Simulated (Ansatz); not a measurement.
Structures of LiW2: which is lowest?

Plane-wave DFT in Ansatz with scalar-relativistic PAW potentials, cutoff 420 eV, Γ-centred meshes chosen by cell and gap, Gaussian smearing with energies taken to zero width. Every cell was relaxed (cell and atoms) in a run of its own, within the symmetry of its start. Functional: PBE.

Relaxed structures (starts from databases or built by putting these elements on another compound's sites):
A. Immm, 3 atoms in the computed cell, a = 2.557 Å, b = 4.608 Å, c = 7.918 Å; sites (symmetry × multiplicity) Li mmm × 2, W mm2 × 4; start: built
B. I4/mmm, 3 atoms in the computed cell, a = 3.302 Å, c = 8.174 Å; sites (symmetry × multiplicity) Li 4/mmm × 2, W 4mm × 4; start: built

Rank them by energy. Could pressure change the order?

| structure | group | E − E(lowest) (meV/atom) | V (Å³/atom) | gap on mesh (eV) |
| --- | --- | --- | --- | --- |
| A | Immm | 0.0 | 15.55 | 0.00 |
| B | I4/mmm | 14.1 | 14.86 | 0.00 |

A is lowest, 14 meV/atom under B. B is denser by 0.69 Å³/atom, so pressure favours it: ΔE/ΔV, with ΔE in eV and 1 eV/Å³ = 160.2 GPa, gives about 3.3 GPa for equal enthalpy if both cells were rigid, a rough figure since the two compress differently. Other structures may lie lower than all of these, and vibrations aren't counted.

Spin-orbit coupling is left out, which matters for the bands of heavy elements.